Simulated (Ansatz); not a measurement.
Below is a relaxed structure of Al₂InN₃. The cell was found from a structure generator's guess, not taken from experiment.

Method: DFT PBE, scalar-relativistic, plane waves, PAW in Ansatz. Cutoff 420 eV, Γ-centred mesh, Gaussian smearing, no spin polarisation.

```
Al In N
1.0
     5.24989    0.00000    0.00000
    -2.62494    4.54654    0.00000
     0.00000    0.00000    2.74824
Al In N
2 1 3
Direct
  0.33333 0.66667 0.50000
  0.66667 0.33333 0.50000
  0.00000 0.00000 0.00000
  0.41177 0.00000 0.00000
  0.00000 0.41177 0.00000
  0.58823 0.58823 0.00000
```

Formation energies are uncorrected and refer to the elements' standard structures at the same level (N₂ as a molecule).

(1) Find its symmetry and describe it.

(2) How far does it lie from the elements in energy?

(3) Is it a metal?

Answers

(1) P-62m (No. 189). Conventional cell: a = 5.250 Å, c = 2.748 Å. Al has 6 N at 2.10 Å; In is surrounded by 3 N at 2.16 Å; N has 4 Al at 2.10 Å and 1 In at 2.16 Å.

(2) −0.16 eV/atom.

(3) Yes, bands cross the Fermi level on the 12×12×14 mesh.

The last run used a 12×12×14 mesh (in the run's order of axes) for its 6-atom cell and Gaussian smearing of 0.10 eV. A structure relaxed within its symmetry needn't be a true minimum. Another cell of Al2InN3 relaxed alike, in Cmc2_1 (a Materials Project cell), lies 0.70 eV/atom lower, so this cell isn't the stable form at this level.
